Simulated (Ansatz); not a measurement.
Ge:
```yaml
crystal:
  lattice:
    - [-3.50121, 3.50121, 3.50121]
    - [3.50121, -3.50121, 3.50121]
    - [3.50121, 3.50121, -3.50121]
  atoms:
    - { symbol: Ge, position: [0.50000, 0.75000, 0.25000] }
    - { symbol: Ge, position: [0.25000, 0.50000, 0.75000] }
    - { symbol: Ge, position: [0.75000, 0.50000, 0.25000] }
    - { symbol: Ge, position: [0.50000, 0.25000, 0.75000] }
    - { symbol: Ge, position: [0.25000, 0.75000, 0.50000] }
    - { symbol: Ge, position: [0.75000, 0.25000, 0.50000] }
```

r²SCAN in the plane-wave PAW code Ansatz gives a gap of 0.16 eV without spin–orbit coupling, maximum at H, minimum on the Γ–H line, 61 % of the way from Γ.

Problem. What happens when spin–orbit coupling is switched on?

Solution. The gap decreases by 0.09 eV, to 0.07 eV; maximum at H, minimum on the Γ–H line, 61 % of the way from Γ.

Problem. Give the electron effective mass with spin–orbit coupling.

Solution. 0.30, 0.30, 0.87 mₑ (principal values).

Space group Im-3m. The start of the workflow was typed in or built on a structure type; the Crystallography Open Database copy checked does not list it. It is not the phase usual at ambient conditions (space group No. 227). The cell was relaxed with r²SCAN under the symmetry of its start; whether a distortion lowers the energy is not shown. The volume moved by 22 % from the start of the relaxation.

Potentials: the later of the program's two PAW sets.
